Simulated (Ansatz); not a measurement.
Relaxed-ion elastic tensor of CeO2 (fluorite, Fm-3m) in GPa (Voigt order), r²SCAN in the plane-wave PAW code Ansatz; density 7.11 g/cm³, 13.40 Å³ per atom.

```
 362   105   105   0.0   0.0   0.0
 105   362   105   0.0   0.0   0.0
 105   105   362   0.0   0.0   0.0
 0.0   0.0   0.0  54.6   0.0   0.0
 0.0   0.0   0.0   0.0  54.6   0.0
 0.0   0.0   0.0   0.0   0.0  54.6
```

### Question
Is the crystal mechanically stable?

### Answer
Yes: the smallest eigenvalue of C is 54.6 GPa.

### Question
Work out the Voigt, Reuss and Hill averages.

### Answer
K_V = 191, K_R = 191, K_H = 191; G_V = 84.1, G_R = 70.9, G_H = 77.5 GPa.

### Question
Give Young's modulus, Poisson's ratio, Pugh's ratio and the universal anisotropy index.

### Answer
E = 9KG/(3K + G) = 205 GPa; ν = 0.32; K/G = 2.46 (ductile by the Pugh limit of 1.75); A_U = 5G_V/G_R + K_V/K_R − 6 = 0.93.

### Question
Estimate the sound speeds and the Debye temperature.

### Answer
v_l = √((K + 4G/3)/ρ) = 6430 m/s, v_t = √(G/ρ) = 3300 m/s, mean 3700 m/s; Θ = (h/k)(3n/4πV)^(1/3) v_m = 463 K.

### Question
Give the Zener ratio and Young's modulus along [100], [110] and [111].

### Answer
A = 2C44/(C11 − C12) = 0.43; 1/E = S11 − 2(S11 − S12 − S44/2)Γ with Γ = 0, 1/4, 1/3 gives 314, 172, 150 GPa.

The r²SCAN relaxation kept the symmetry of its start. The run is not spin-polarised. The 4f shell is in the valence. No Hubbard U is applied. Spin–orbit coupling is left out wherever it is not named.

Potentials: the earlier of the program's two PAW sets. The files were generated under PBE; for other functionals the program regenerates the frozen cores, and for LDA and PBEsol the local potential too.
